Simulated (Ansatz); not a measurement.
Cu$_{3}$Pt:
```cif
data_Cu3Pt
_chemical_formula_sum 'Cu3 Pt1'
_space_group_name_H-M_alt 'P 1'
_space_group_IT_number 1
_cell_length_a 3.62961
_cell_length_b 3.62961
_cell_length_c 3.62961
_cell_angle_alpha 90.000
_cell_angle_beta 90.000
_cell_angle_gamma 90.000
loop_
_space_group_symop_operation_xyz
  'x, y, z'
loop_
_atom_site_label
_atom_site_type_symbol
_atom_site_fract_x
_atom_site_fract_y
_atom_site_fract_z
_atom_site_occupancy
Cu1 Cu 0.00000 0.50000 0.50000 1
Cu2 Cu 0.50000 0.00000 0.50000 1
Cu3 Cu 0.50000 0.50000 0.00000 1
Pt1 Pt 0.00000 0.00000 0.00000 1
```

Relaxed with LDA.

Which orbitals make up the states near the Fermi level in LDA (plane waves, PAW; program Ansatz)?

Within 0.5 eV of the Fermi level: Cu 3d 41 %, Pt 5d 28 %, Cu 4s 20 %, outside the projected shells 7 %. Projections are on Löwdin-orthogonalised atomic valence shells; empty p or d shells of many metals are not among them.

Tabulate the density of states.

States/eV per cell of 4 atoms, in 0.25 eV bins, energy from the Fermi level.

| E (eV) | total | Cu 3d | Pt 5d | Cu 4s |
|---|---|---|---|---|
| -7.85 | 0.46 | 0.01 | 0.01 | 0.29 |
| -7.60 | 0.53 | 0.02 | 0.02 | 0.32 |
| -7.35 | 0.65 | 0.03 | 0.04 | 0.36 |
| -7.10 | 0.69 | 0.04 | 0.05 | 0.37 |
| -6.85 | 0.67 | 0.06 | 0.06 | 0.34 |
| -6.60 | 0.67 | 0.07 | 0.08 | 0.33 |
| -6.35 | 0.83 | 0.12 | 0.13 | 0.41 |
| -6.10 | 1.57 | 0.27 | 0.38 | 0.75 |
| -5.85 | 2.72 | 0.67 | 0.99 | 0.90 |
| -5.60 | 3.98 | 1.27 | 1.54 | 0.85 |
| -5.35 | 3.88 | 1.30 | 1.73 | 0.61 |
| -5.10 | 3.17 | 1.40 | 1.34 | 0.28 |
| -4.85 | 4.01 | 1.96 | 1.64 | 0.25 |
| -4.60 | 5.88 | 3.29 | 2.13 | 0.26 |
| -4.35 | 8.79 | 4.71 | 3.52 | 0.24 |
| -4.10 | 5.28 | 2.97 | 2.05 | 0.07 |
| -3.85 | 4.86 | 2.88 | 1.68 | 0.14 |
| -3.60 | 3.73 | 2.47 | 0.99 | 0.15 |
| -3.35 | 8.43 | 7.06 | 0.99 | 0.18 |
| -3.10 | 10.04 | 8.60 | 0.97 | 0.23 |
| -2.85 | 13.58 | 11.82 | 1.08 | 0.35 |
| -2.60 | 12.20 | 10.75 | 1.00 | 0.22 |
| -2.35 | 9.40 | 8.32 | 0.67 | 0.17 |
| -2.10 | 11.12 | 10.20 | 0.58 | 0.14 |
| -1.85 | 8.02 | 7.21 | 0.55 | 0.09 |
| -1.60 | 6.73 | 5.15 | 1.42 | 0.07 |
| -1.35 | 12.36 | 9.19 | 2.93 | 0.10 |
| -1.10 | 8.47 | 5.55 | 2.63 | 0.16 |
| -0.85 | 8.37 | 5.19 | 2.71 | 0.31 |
| -0.60 | 4.14 | 2.26 | 1.40 | 0.29 |
| -0.35 | 2.58 | 1.22 | 0.90 | 0.31 |
| -0.10 | 2.54 | 1.04 | 0.68 | 0.54 |
| 0.15 | 1.15 | 0.37 | 0.22 | 0.37 |
| 0.40 | 0.86 | 0.22 | 0.17 | 0.29 |
| 0.65 | 0.73 | 0.15 | 0.14 | 0.24 |
| 0.90 | 0.67 | 0.12 | 0.12 | 0.20 |
| 1.15 | 0.82 | 0.15 | 0.15 | 0.19 |
| 1.40 | 0.95 | 0.16 | 0.16 | 0.20 |
| 1.65 | 1.07 | 0.16 | 0.18 | 0.23 |
| 1.90 | 1.14 | 0.16 | 0.18 | 0.26 |
| 2.15 | 1.24 | 0.14 | 0.17 | 0.30 |
| 2.40 | 1.15 | 0.12 | 0.14 | 0.29 |
| 2.65 | 1.05 | 0.10 | 0.11 | 0.26 |
| 2.90 | 0.99 | 0.08 | 0.09 | 0.24 |
| 3.15 | 0.95 | 0.07 | 0.08 | 0.23 |
| 3.40 | 0.89 | 0.06 | 0.07 | 0.21 |
| 3.65 | 0.83 | 0.05 | 0.05 | 0.19 |
| 3.90 | 0.79 | 0.04 | 0.05 | 0.17 |
| 4.15 | 0.75 | 0.03 | 0.04 | 0.15 |
| 4.40 | 0.70 | 0.03 | 0.03 | 0.13 |
| 4.65 | 0.69 | 0.03 | 0.03 | 0.12 |

Space group Pm-3m (Cu3Au type). The first step of the workflow began from a Materials Project structure, measured or hypothetical; the Crystallography Open Database files this formula in space group No. 221, but the cells were not matched. Its standing as an ambient phase is unchecked. The cell was relaxed with LDA under the symmetry of its start; of distortions, only those at the zone centre were tested. The run is not spin-polarised. Scalar-relativistic: spin–orbit coupling is off unless named, which matters more the heavier the elements.

Potentials: the later of the program's two PAW sets.
